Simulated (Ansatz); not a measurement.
A geometry of AlPt away from equilibrium: step 2 of the relaxation of a relaxed AlPt cell, doubled along one cell vector, shaken by Gaussian noise of σ = 0.08 Å a coordinate. Calculation: PBEsol (plane waves to 420 eV, PAW, scalar-relativistic; Ansatz, a program for electronic structure). Γ-centred k-mesh 11×6×11 on the run's cell (coarser than for final values), Fermi–Dirac smearing 0.05 eV.

```xyz
4
Lattice="1.7920 1.0336 2.9357 -3.5924 2.0692 5.8757 -0.0012 -2.0754 2.9393" Properties=species:S:1:pos:R:3:forces:R:3 pbc="T T T" free_energy=-25818.908 pressure_GPa=0.6
Pt    -0.0721     0.0171     0.0500    0.1079   -0.1480   -0.4396
Pt    -1.7713     1.0720     2.9053   -0.3055   -0.0414   -0.0783
Al    -0.0542    -0.0161     4.3565    0.1860    0.3027    0.2586
Al    -1.8232     1.0726     7.2827    0.0115   -0.1134    0.2592
```

Positions in Å, forces in eV/Å, free energy of the cell in eV (comparable only within this code, potentials and settings). Largest force: 0.48 eV/Å, on Pt1 (atoms numbered as listed); the geometry lies 0.25 eV/atom above the end of its relaxation.

No spin polarisation in the result.

The end of the path is a generated cell of AlPt: the first start was made by placing the elements on the sites of a structure type, and the end was not matched to a known phase here, so it may be hypothetical.
